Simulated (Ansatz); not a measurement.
## ZnWO4: levels and charges under dearer methods

A database entry relaxed whole under r2SCAN at zero pressure (P2/c, No. 13):

```
Zn W O
1.0
     4.67438    0.00000    0.00222
     0.00000    5.72368    0.00000
    -0.05038    0.00000    4.91344
Zn W O
2 2 8
Direct
  0.50000 0.67950 0.25000
  0.50000 0.32050 0.75000
  0.00000 0.18311 0.25000
  0.00000 0.81689 0.75000
  0.21674 0.10598 0.93655
  0.78326 0.10598 0.56345
  0.78326 0.89402 0.06345
  0.21674 0.89402 0.43655
  0.25619 0.37611 0.40287
  0.74381 0.37611 0.09713
  0.74381 0.62389 0.59713
  0.25619 0.62389 0.90287
```

Its volume is 10.95 Å³ an atom, -1.1 % against the entry's 11.07, a measured cell (1999, 293 K).

Single points on this cell with plane-wave PAW DFT (Ansatz 0.2.0; r2SCAN 500 eV, hybrids 420 eV; fermi-dirac occupations of width 0.020 eV; no moments): r2SCAN on a 6×4×4 Γ-centred mesh; r2SCAN with spin-orbit coupling on a 2×2×2 Γ-centred mesh; HSE06 on a 4×2×4 Γ-centred mesh; PBE0 on a 4×2×4 Γ-centred mesh.

Task: What does each level give for gap and charges?

Result: The runs give:

```
                          level               gap (eV), or kind  pressure (GPa)  Bader charge of Zn (e)  Bader charge of W (e)  Bader charge of O (e)
                         r2SCAN                            3.32             0.0                   +1.46                  +3.12                  -1.14
r2SCAN with spin-orbit coupling                            3.32            -0.2                   +1.46                  +3.12                  -1.15
                          HSE06  its mesh misses the band edges            -1.1                   +1.47                  +3.19                  -1.16
                           PBE0  its mesh misses the band edges            -1.2                   +1.46                  +3.20                  -1.16
```

Under r2SCAN the gap is 3.32 eV, over mesh and band path. Spin-orbit coupling moves the r2SCAN gap by +0.00 eV. The charge on W goes from +3.12 to +3.19 e under HSE06.

Caveats: the relaxation kept the start's symmetry; hybrid pressures are good to a few tenths of a GPa; pressure is positive in compression.
